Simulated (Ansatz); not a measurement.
La$_{3}$In (Cu3Au type, Pm-3m), a = b = c = 5.0757 Å, α = β = γ = 90.00°.

Relaxed with r²SCAN.

### Question
Which orbitals make up the states near the Fermi level in the program Ansatz at the r²SCAN level (PAW)?

### Answer
Within 0.5 eV of the Fermi level: La 5d 75 %, In 5p 9 %, La 4f 9 %. Projections are on Löwdin-orthogonalised atomic valence shells; empty p or d shells of many metals are not among them.

### Question
Tabulate the density of states.

### Answer
States/eV per cell of 4 atoms, in 0.25 eV bins, energy from the Fermi level.

```tsv
E (eV)	total	La 5d	La 4f	In 5p
-7.85	0.00	0.00	0.00	0.00
-7.60	0.00	0.00	0.00	0.00
-7.35	0.00	0.00	0.00	0.00
-7.10	0.00	0.00	0.00	0.00
-6.85	0.00	0.00	0.00	0.00
-6.60	0.00	0.00	0.00	0.00
-6.35	0.00	0.00	0.00	0.00
-6.10	0.09	0.01	0.00	0.00
-5.85	0.35	0.05	0.00	0.00
-5.60	0.76	0.17	0.00	0.00
-5.35	1.88	0.52	0.01	0.01
-5.10	4.29	1.03	0.04	0.02
-4.85	0.64	0.16	0.01	0.00
-4.60	0.00	0.00	0.00	0.00
-4.35	0.00	0.00	0.00	0.00
-4.10	0.00	0.00	0.00	0.00
-3.85	0.00	0.00	0.00	0.00
-3.60	0.00	0.00	0.00	0.00
-3.35	0.00	0.00	0.00	0.00
-3.10	0.00	0.00	0.00	0.00
-2.85	0.04	0.03	0.00	0.00
-2.60	0.28	0.17	0.00	0.02
-2.35	0.90	0.43	0.01	0.18
-2.10	3.12	1.37	0.03	0.77
-1.85	2.11	0.83	0.02	0.65
-1.60	3.01	1.68	0.06	0.72
-1.35	5.51	3.03	0.13	1.42
-1.10	6.49	4.05	0.20	1.42
-0.85	6.13	4.21	0.22	1.24
-0.60	4.49	3.06	0.20	0.87
-0.35	3.50	2.69	0.20	0.40
-0.10	5.14	3.80	0.37	0.64
0.15	5.30	4.11	0.48	0.34
0.40	3.91	2.86	0.54	0.24
0.65	4.12	2.74	0.77	0.29
0.90	6.68	4.09	1.75	0.46
1.15	9.61	5.44	3.09	0.51
1.40	3.74	1.59	1.91	0.05
1.65	8.63	1.79	6.31	0.15
```

The first step of the workflow began from a Materials Project structure, measured or hypothetical; the Crystallography Open Database files this formula in space group No. 221, but the cells were not matched. Whether it is the stable phase at ambient conditions was not checked. The r²SCAN relaxation kept the symmetry of its start; whether a distortion lowers the energy is not shown. Spin–orbit coupling is left out wherever it is not named.

Potentials: the later of the program's two PAW sets.
